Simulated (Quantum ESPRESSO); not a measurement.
Band energies of GaAlAs2

```
GaAlAs2
1.0
    2.00500     1.15759     6.53932
   -2.00500     1.15759     6.53932
    0.00000    -2.31517     6.53932
Al Ga As
1 1 2
Direct
  0.99972   0.99972   0.99972
  0.50013   0.50013   0.50013
  0.12497   0.12497   0.12497
  0.62519   0.62519   0.62519
```

PBEsol (Quantum ESPRESSO, PseudoDojo norm-conserving, 84 Ry, with spin-orbit coupling); path ΓLB1,BZΓX,QFP1Z,LP; energies in eV from the valence-band maximum.

```csv
k (1/Å),point,band 46,band 47,band 48,band 49,band 50,band 51,band 52,band 53
0.00,Γ,0.00,0.71,0.71,1.74,1.74,3.79,3.79,3.90
0.23,,-0.32,1.92,1.93,2.63,2.63,3.59,3.59,4.23
0.46,,-1.04,2.35,2.35,2.84,2.86,3.59,3.61,5.34
0.69,,-1.64,2.12,2.13,2.52,2.53,4.12,4.18,5.40
0.92,L,-1.88,2.10,2.10,2.27,2.27,4.72,4.72,4.85
1.04,,-1.99,2.44,2.47,2.62,2.64,4.63,4.65,4.84
1.27,,-2.17,3.22,3.29,3.81,3.85,4.55,4.57,4.87
1.51,B1,-1.99,2.22,2.25,2.71,2.72,5.22,5.30,5.51
1.51,B,-1.99,2.22,2.25,2.71,2.72,5.22,5.30,5.51
1.72,,-1.88,1.96,1.96,2.44,2.45,4.47,4.53,4.82
1.94,,-1.63,2.42,2.44,2.97,2.98,3.74,3.78,4.17
2.16,,-0.95,2.83,2.94,3.24,3.27,3.65,3.66,3.88
2.49,Z,-0.46,1.46,1.46,2.18,2.18,4.48,4.48,4.55
2.73,,-0.19,1.26,1.26,2.21,2.21,4.13,4.13,4.21
2.97,Γ,0.00,0.71,0.71,1.74,1.74,3.79,3.79,3.90
3.26,,-0.21,2.17,2.21,2.94,2.96,3.92,3.92,3.99
3.46,,-0.47,2.75,2.80,3.62,3.69,4.07,4.09,4.36
3.65,,-0.90,2.94,2.98,4.10,4.15,4.73,4.77,5.13
3.95,,-1.68,2.35,2.36,3.85,3.92,4.43,4.47,5.73
4.04,X,-1.92,2.09,2.10,3.56,3.64,4.12,4.15,5.59
4.04,Q,-1.92,2.09,2.10,3.56,3.64,4.12,4.15,5.59
4.29,,-1.37,1.54,1.55,2.45,2.47,3.12,3.16,4.08
4.53,F,-0.99,1.12,1.12,1.28,1.28,2.02,2.02,4.48
4.53,P1,-1.21,1.36,1.37,1.80,1.81,2.36,2.37,4.30
4.70,,-1.12,1.37,1.37,2.12,2.14,2.58,2.59,4.42
4.87,,-0.92,1.79,1.79,2.66,2.69,3.06,3.07,4.68
5.13,,-0.57,2.47,2.52,2.97,2.98,3.81,3.84,4.53
5.30,,-0.50,1.67,1.70,2.35,2.36,4.30,4.31,4.47
5.38,Z,-0.46,1.46,1.46,2.18,2.18,4.48,4.48,4.55
5.38,L,-1.88,2.10,2.10,2.27,2.27,4.72,4.72,4.85
5.71,P,-1.21,1.36,1.37,1.80,1.81,2.36,2.37,4.30
```

The PBEsol gap is direct, 0.71 eV at Γ.

Geometry relaxed with PBEsol.

The structure is a Materials Project entry; no match was found in the copy of COD used, and its stability was not checked.
